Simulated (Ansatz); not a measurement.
ZnCo$_{3}$C (anti-perovskite, Pm-3m) under volume change, the program Ansatz at the PBEsol level (PAW), scaled uniformly.

| V (Å³/atom) | E − E(relaxed) (meV/atom) | P (GPa) |
|---|---|---|
| 9.099 | 74.2 | 28.84 |
| 9.399 | … | … |
| 9.699 | 7.3 | 8.05 |
| 9.999 | 0.0 | -0.02 |
| 10.299 | 6.6 | -6.85 |
| 10.599 | 25.0 | -12.64 |
| 10.898 | … | … |

Q: Some entries are withheld; supply them.

A: 
- 10.898, E − E(relaxed) (meV/atom): 53.4
- 10.898, P (GPa): -17.55
- 9.399, E − E(relaxed) (meV/atom): 31.1
- 9.399, P (GPa): 17.59

Q: What does a third-order Birch–Murnaghan fit give for V₀, B₀ and B′?

A: V₀ = 10.00 Å³/atom, B₀ = 247 GPa, B′ = 4.5.

The workflow started from a Materials Project entry (that database holds measured and hypothetical structures alike); the Crystallography Open Database copy checked does not list it. Its standing as an ambient phase is unchecked. Symmetry was held in the PBEsol relaxation; its stability against distortions is not shown here. Spin order of the final state: ferromagnetic, the only order run, not a proven ground state.

Potentials: the later of the program's two PAW sets.
